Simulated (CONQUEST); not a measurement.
Band structure of TaN (P-6m2, 4 atoms in the cell; from Materials Project mp-1459, lattice scaled a little).

```
CELL_PARAMETERS angstrom
      2.91084     0.00000     0.00000
      0.00000     5.04171     0.00000
      0.00000     0.00000     2.86157
ATOMIC_POSITIONS crystal
  Ta 0.00000 0.00000 0.50000
  Ta 0.50000 0.50000 0.50000
  N  0.50000 0.16667 0.00000
  N  0.00000 0.66667 0.00000
```

All values come from this method and carry its errors: LDA (PW92), numerical atomic orbitals double-zeta with polarisation (the shipped basis), PseudoDojo norm-conserving potentials made for LDA run with CONQUEST 1.3.

Settings: basis = DZP; Diag.MPMeshX, Y, Z = 6 3 6; potentials = PseudoDojo norm-conserving LDA; Grid.GridCutoff = 175 Ha; DM.SolutionMethod = diagon; Diag.kT = 0.003675 Ha; Diag.GammaCentred = true; minE.SCTolerance = 1.0e-06; SC.MaxIters = 100; SC.LinearMixingFactor = 0.3; SC.KerkerPreCondition = true; SC.KerkerFactor = 0.3 1/bohr; AtomMove.TypeOfRun = static.

Spin-orbit coupling is left out, which matters for bands and gaps with elements this heavy. The program uses no crystal symmetry, so grid and mesh can part values that symmetry would make equal. The atom-centred basis is finite, which shifts total energies, pressures and forces against plane waves. The structure comes from a collection of computed structures, made at another level of theory; the collection holds predicted forms beside known ones. Its lattice was then scaled. No clean gap shows at this smearing width and mesh (spacing up to 0.42 Å⁻¹); the mesh is coarse for partly filled bands, so the values carry mesh errors.

Points are given in units of this cell's reciprocal vectors. Levels in eV from the Fermi level, bands 15 to 20:
```
point               15     16     17     18     19    20
---------------  -----  -----  -----  -----  -----  ----
Γ (0 0 0)        -4.57  -3.81  -3.32  -3.10   2.73  2.83
X (0 0 0.5)      -3.96  -3.96  -0.43  -0.34  -0.34  2.36
S (0.5 0 0.5)    -4.33  -4.33  -1.23  -1.23   4.23  4.23
Y (0.5 0 0)      -5.14  -5.14  -1.34  -1.34   1.18  1.18
Z (0 0.5 0)      -4.01  -4.01  -3.42  -3.42   2.20  2.20
U (0 0.5 0.5)    -5.16  -5.16  -1.85  -1.85   1.88  1.88
R (0.5 0.5 0.5)  -6.03  -6.03  -0.42  -0.42   4.38  4.38
T (0.5 0.5 0)    -3.81  -3.81  -3.32  -3.32   2.83  2.83
```

2 bands cross the Fermi level along this path, so the cell has no gap at this level.

The Fermi level comes from the SCF mesh, which can miss band crossings, so its place against them is uncertain.

Higher empty bands are left out: an atom-centred basis made for the valence describes them poorly.

The labels belong to the zone of the cell as typed, which is larger than the primitive one, so the bands are folded: a gap that looks direct here can be indirect in the primitive zone.
